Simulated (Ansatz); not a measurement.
Data:

LiTaO₃:
```
LiTaO3
1.0
    3.89392     0.00000     0.00000
    0.00000     3.89392     0.00000
    0.00000     0.00000     3.96118
Ta Li O
1 1 3
Cartesian
  1.94696   1.94696   1.60742
  0.00000   0.00000   0.62843
  1.94696   1.94696   3.43294
  1.94696   0.00000   1.33673
  0.00000   1.94696   1.33673
```

This is the LDA-relaxed structure.

Problem. All from plane-wave PAW LDA (Ansatz code), unless another level is named. Give the static dielectric constant ε0 (ions relaxed, cell fixed).

Solution. 37.7 (xx = yy), 14.9 (zz).

Problem. Give the largest static χ(2) component.

Solution. 26 pm/V.

Problem. What about the electronic dielectric constant ε∞ (DFPT)?

Solution. 4.56 (xx = yy), 4.42 (zz).

Problem. Predict the Born charges (a third of the trace).

Solution. Ta +7.38, Li +1.06, O -2.90 to -2.64 e.

Space group P4mm. The start of the workflow was typed in or built on a structure type; neither database checked (COD, Materials Project) lists it. It is not the phase usual at ambient conditions (space group No. 161). The LDA relaxation kept the symmetry of its start. At this level the phase is dynamically unstable (imaginary phonons). The run is not spin-polarised. Scalar-relativistic: spin–orbit coupling is off unless named, which matters more the heavier the elements.

Potentials: the later of the program's two PAW sets.
